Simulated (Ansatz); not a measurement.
These are results of DFT PBE, scalar-relativistic, plane waves, PAW, and for the lanthanide a 4f-in-core norm-conserving potential, in Ansatz, not measurements. The screen uses 660 eV, coarse Γ-centred meshes (up to 0.6 Å⁻¹ on the start cell), Gaussian smearing of 0.2 eV, tolerances of 0.08 eV/Å and 0.8 GPa and 16 steps at most, with the symmetry of each start kept. No spin polarisation. Energies are free energies per atom, good to about 0.1 eV/atom between metallic cells, end volumes are rough, and groups of ends are read at 0.1 Å.

Two unrelaxed guesses for NdHf:

A.

```yaml
crystal:
  lattice:
    - [3.39220, 0.00000, 0.00000]
    - [-1.69610, 2.93773, 0.00000]
    - [0.00000, 0.00000, 5.08647]
  atoms:
    - { symbol: Nd, position: [0.00000, 0.00000, 0.50000] }
    - { symbol: Hf, position: [0.66667, 0.33333, 0.00000] }
```

B.

```yaml
crystal:
  lattice:
    - [3.28912, 0.00000, 0.00000]
    - [-1.64456, 2.84846, 0.00000]
    - [0.00000, 0.00000, 6.30315]
  atoms:
    - { symbol: Nd, position: [0.00000, 0.00000, 0.54822] }
    - { symbol: Hf, position: [0.66667, 0.33333, 0.29508] }
```

Task: Compare their energies before and after the relaxation.

Result: As given, A is lower by 2.30 eV/atom. Relaxed, both fall into the same structure. A goes from P-6m2 at 25.3 Å³/atom to P-6m2 at 27.5 Å³/atom and gains 0.08 eV/atom. B goes from P3m1 at 29.5 Å³/atom to P-6m2 at 27.7 Å³/atom and gains 2.38 eV/atom. The closest pair in A goes from Nd–Hf at 3.21 Å to Hf–Hf and Nd–Nd at 3.39 Å. The closest pair in B goes from Nd–Hf at 2.48 Å to Nd–Hf at 3.38 Å. At the end, in A: around Nd lie 6 Nd at 3.39 Å and 6 Hf at 3.39 Å; Hf has 6 Hf at 3.39 Å and 6 Nd at 3.39 Å.

Spin–orbit coupling, which can matter for Hf, is left out.

The lanthanide is trivalent by construction, without f bands, f moments or other valences.
